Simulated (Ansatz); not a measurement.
KMgF₃:
```
KMgF3
1.0
    4.05404     0.00000     0.00000
    0.00000     4.05404     0.00000
    0.00000     0.00000     4.05404
K Mg F
1 1 3
Direct
  0.50000   0.50000   0.50000
  0.00000   0.00000   0.00000
  0.00000   0.50000   0.00000
  0.50000   0.00000   0.00000
  0.00000   0.00000   0.50000
```

Relaxed with PBE. Special points in fractions of this cell's reciprocal vectors: Γ (0.000, 0.000, 0.000); X (0.000, 0.500, 0.000); M (0.500, 0.500, 0.000); R (0.500, 0.500, 0.500).

Problem. List the band energies nearest the valence-band maximum at these points for PBE (plane waves, PAW; program Ansatz).

Solution. In eV from the valence-band maximum; about four levels below and three above (degenerate sets whole), none deeper than 8.9 eV; points with the same levels are listed once.

```tsv
k	below	above
Γ	-0.58 -0.58 -0.58 -0.32 -0.32 -0.32	6.96 10.02 10.02
X	-0.80 -0.80 -0.79 -0.50 -0.50	9.81 9.97 10.98
M	-0.95 -0.95 -0.85 -0.85 -0.02	10.62 11.44 12.18 12.18
R	-1.07 -1.07 0.00 0.00 0.00	10.26 10.26 10.26
```

Space group Pm-3m (cubic perovskite). Symmetry was held in the PBE relaxation.

Potentials: the later of the program's two PAW sets.
